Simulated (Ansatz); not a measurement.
The relaxed structure here is a generated cell of ZrRh: the first start was made by placing the elements on the sites of a structure type, and the end was not matched to a known phase here, so it may be hypothetical.

One stationary structure of ZrRh. Space group Fm-3m (No. 225), rock salt type. Computed with PBE (plane waves to 420 eV, PAW, scalar-relativistic; Ansatz, a quantum-chemistry and plane-wave program).

```xyz
2
Lattice="0.0000 2.6930 2.6930 2.6930 0.0000 2.6930 2.6930 2.6930 0.0000" Properties=species:S:1:pos:R:3 pbc="T T T"
Zr     0.0000     0.0000     0.0000
Rh     2.6930     2.6930     2.6930
```

```yaml
volume_per_atom: 19.53 Å³
band_gap: zero (metallic)
shortest_distances: Rh–Zr 2.69 Å
k-mesh: 15×15×15
```

Band energies at high-symmetry points (eV from the Fermi level; labels of this space group; no spin-orbit coupling), from −5 eV up to 2.2 eV:

```csv
point,energies
Γ,-4.00 -4.00 -3.62 -3.62 -3.62
X,-4.79 -3.55 -3.38 -2.48 -1.51 -1.51 0.09
U,-4.14 -3.08 -2.79 -2.46 -2.25 -1.75 0.59 1.46 2.17
K,-4.14 -3.08 -2.79 -2.46 -2.25 -1.75 0.59 1.46 2.17
L,-3.42 -2.83 -2.38 -2.38 -1.74 -1.74 0.02 0.02 0.32
W,-3.48 -3.48 -3.23 -2.89 -1.51 -1.43 0.60 1.32 1.32
```

No spin polarisation in the result.

The run could not lose the symmetry of its start: the end is stationary, and may be a saddle point rather than a minimum.

All atoms sit on sites fixed by symmetry, so only the cell could relax.
